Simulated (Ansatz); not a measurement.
Bi$_{2}$S$_{3}$:
```
Bi2S3
1.0
    4.05652     0.00000     0.00000
   -2.02826     3.51305     0.00000
    0.00000     0.00000    10.40611
Bi S
2 3
Direct
  0.33333   0.66667   0.18055
  0.66667   0.33333   0.81945
  0.00000   0.00000   0.00000
  0.33333   0.66667   0.68154
  0.66667   0.33333   0.31846
```

Relaxed with PBE. Special points in fractions of this cell's reciprocal vectors: Γ (0.000, 0.000, 0.000); M (0.500, 0.000, 0.000); K (0.333, 0.333, 0.000); A (0.000, 0.000, 0.500); L (0.500, 0.000, 0.500); H (0.333, 0.333, 0.500).

List the band energies nearest the valence-band maximum at these points for DFT-PBE in the program Ansatz with PAW potentials.

In eV from the valence-band maximum; about four levels below and three above (degenerate sets whole), none deeper than 8.9 eV; points with the same levels are listed once.

```csv
k,below,above
Γ,-0.95 -0.91 -0.91 -0.16,1.05 2.47 2.47
M,-1.69 -1.13 -1.00 -0.37,1.93 3.26 3.45
K,-2.05 -2.05 -1.31 -0.43 -0.43,2.66 3.48 3.48
A,-0.92 -0.92 -0.67 -0.31,1.06 2.46 2.46
L,-1.53 -0.97 -0.92 -0.54,1.79 3.18 3.36
H,-2.22 -2.22 -1.39 -0.25 -0.25,2.87 3.36 3.36
```

Space group P-3m1 (La2O3 or Ni2Al3 type). A made-up cell: these elements were put on the sites of a structure type; neither database checked (COD, Materials Project) lists it. COD files the formula under space group No. 62. Its standing as an ambient phase is unchecked. Symmetry was held in the PBE relaxation; its stability against distortions is not shown here. Spin–orbit coupling is left out wherever it is not named.

Potentials: the earlier of the program's two PAW sets.
